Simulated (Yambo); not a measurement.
A G0W0@PBEsol run in Yambo for BP (zinc blende, space group F-43m, No. 216) under isotropic strain of -0.7 % on all lattice vectors (6×6×6 Γ-centred k mesh, 84 bands and a 14 Ry block in the screening, 84 bands in G with the Bruneval-Gonze terminator, plasmon pole fitted at 27.2 eV) gives these matrix elements, in eV, at the band edges (Γ → X):

| state | E0 | <Vxc> | <Σx> | <Σc(E0)> | Z |
|---|---|---|---|---|---|
| valence edge | 0.000 | -13.290 | -15.006 | 0.799 | 0.797 |
| conduction edge | 1.172 | -11.037 | -6.715 | -4.174 | 0.809 |

Solve the linearised quasiparticle equation for both states, give the gap, and say how exchange and correlation each act on it.

E = E0 + Z(Σx + Σc − Vxc). Valence: 0.000 + 0.797 × (-15.006 + (0.799) − (-13.290)) = -0.73 eV. Conduction: 1.172 + 0.809 × (-6.715 + (-4.174) − (-11.037)) = 1.29 eV. The gap is 2.02 eV, against 1.17 eV in PBEsol. Replacing Vxc by bare exchange alone would open it by 6.04 eV; correlation takes back 4.97 eV of that, and Z scales what is left. Convergence of the G0W0 settings was not tested. The mesh misses a band edge: along a dense path the PBEsol gap is 1.09 eV against 1.17 eV on the mesh. 

Geometry strained from the cell relaxed with PBEsol, atoms relaxed again; primitive cell a = 3.1743 Å, b = 3.1743 Å, c = 3.1743 Å, α = 60.00°, β = 60.00°, γ = 60.00°.
